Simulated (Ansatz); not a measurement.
# Property card for SiC

SiC:
```yaml
crystal:
  lattice:
    - [5.81410, 0.00000, 0.00000]
    - [0.00000, 3.12515, 0.00000]
    - [0.00000, 0.00000, 5.18905]
  atoms:
    - { symbol: Si, position: [0.15937, 0.25000, 0.40411] }
    - { symbol: Si, position: [0.34063, 0.75000, 0.90411] }
    - { symbol: Si, position: [0.84063, 0.75000, 0.59589] }
    - { symbol: Si, position: [0.65937, 0.25000, 0.09589] }
    - { symbol: C, position: [0.82462, 0.25000, 0.39609] }
    - { symbol: C, position: [0.67538, 0.75000, 0.89609] }
    - { symbol: C, position: [0.17538, 0.75000, 0.60391] }
    - { symbol: C, position: [0.32462, 0.25000, 0.10391] }
```

Space group Pnma (No. 62); conventional cell a = 5.8141 Å, b = 3.1252 Å, c = 5.1890 Å, α = β = γ = 90.00°.

Method: DFT-PBEsol in the program Ansatz with PAW potentials. Geometry: relaxed at this level of theory. Other levels are named where they apply.

Cell and energy:

```json
{
 "volume_per_atom": "11.79 Å³",
 "density": "2.82 g/cm³",
 "Formation energy from the elements (no fitted shifts)": "-0.050 eV/atom"
}
```

Electronic structure:

```json
{
 "band_gap": "2.49 eV (indirect)",
 "valence_band_maximum": "at Γ",
 "conduction_band_minimum": "at U (k = 0.500, 0.000, 0.500 in fractions of the reciprocal vectors)",
 "smallest_direct_gap_on_the_standard_path": "3.01 eV",
 "hole_effective_mass": "0.60, 1.5, 2.2 mₑ (principal values)",
 "HSE06 gap on the PBEsol cell": "3.57 eV"
}
```

Mechanics:

```json
{
 "Elastic constants (relaxed ions, GPa)": "C11 = 170, C22 = 416, C33 = 354, C12 = 79.5, C13 = 167, C23 = 104, C44 = 130, C55 = 147, C66 = 87.3",
 "mechanical_stability": "stable (all eigenvalues of C positive)",
 "hill_bulk_and_shear_moduli": "167 and 97.7 GPa",
 "Young's modulus": "245 GPa",
 "Poisson's ratio": "0.25",
 "debye_temperature_from_the_elastic_constants": "855 K"
}
```

Dielectric response:

```json
{
  "Electronic dielectric constant ε∞ (DFPT)": "6.34 (xx), 6.62 (yy), 6.33 (zz)",
  "Static dielectric constant ε0 (ions relaxed, cell fixed)": "10.3 (xx), 9.79 (yy), 8.70 (zz)",
  "Born charges (a third of the trace)": "Si +2.67, C -2.67 e"
}
```

Phonons:

```json
{
 "Highest zone-centre frequency (without LO–TO term)": "972 cm⁻¹",
 "zone_centre_stability": "no imaginary mode at Γ",
 "dynamical_stability_on_the_path": "stable (no imaginary branch)",
 "zero_point_energy": "107.0 meV/atom",
 "Vibrational entropy at 300 K": "9.5 J/(K·mol of atoms)"
}
```

The start of the workflow was typed in or built on a structure type; neither database checked (COD, Materials Project) lists it. It is not the phase usual at ambient conditions (space group No. 186, 216). The PBEsol relaxation kept the symmetry of its start. The references are the lowest solids computed at this level, not always the standard phases.

Potentials: the later of the program's two PAW sets.
